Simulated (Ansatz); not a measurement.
Given:

BaMgF4:
```yaml
crystal:
  lattice:
    - [2.07239, -7.18373, 0.00000]
    - [2.07239, 7.18373, 0.00000]
    - [0.00000, 0.00000, 5.71943]
  atoms:
    - { symbol: Ba, position: [0.14737, 0.85263, 0.25000] }
    - { symbol: Ba, position: [0.85263, 0.14737, 0.75000] }
    - { symbol: Mg, position: [0.59108, 0.40892, 0.75000] }
    - { symbol: Mg, position: [0.40892, 0.59108, 0.25000] }
    - { symbol: F, position: [0.68709, 0.31291, 0.50927] }
    - { symbol: F, position: [0.31291, 0.68709, 0.49073] }
    - { symbol: F, position: [0.31291, 0.68709, 0.00927] }
    - { symbol: F, position: [0.68709, 0.31291, 0.99073] }
    - { symbol: F, position: [0.50000, 0.50000, 0.50000] }
    - { symbol: F, position: [0.50000, 0.50000, 0.00000] }
    - { symbol: F, position: [0.08758, 0.91242, 0.75000] }
    - { symbol: F, position: [0.91242, 0.08758, 0.25000] }
```

This is the PBEsol-relaxed structure. Tensor components refer to the Cartesian frame of this cell.

**Question.** All from the program Ansatz at the PBEsol level (PAW), unless another level is named. Predict the electronic dielectric constant ε∞ (DFPT).

**Answer.** 2.42 (xx), 2.32 (yy), 2.41 (zz).

**Question.** Give the Born charges (a third of the trace).

**Answer.** Ba +2.68, Mg +1.99, F -1.21 to -1.10 e.

Space group Cmcm. The first step of the workflow began from a Materials Project structure, measured or hypothetical; the Crystallography Open Database copy checked does not list it. COD files the formula under space group No. 36. Its standing as an ambient phase is unchecked. The cell was relaxed with PBEsol under the symmetry of its start. At this level the phase is dynamically unstable (imaginary phonons). Spin–orbit coupling is left out wherever it is not named.

Potentials: the earlier of the program's two PAW sets. The files were generated under PBE; for other functionals the program regenerates the frozen cores, and for LDA and PBEsol the local potential too.
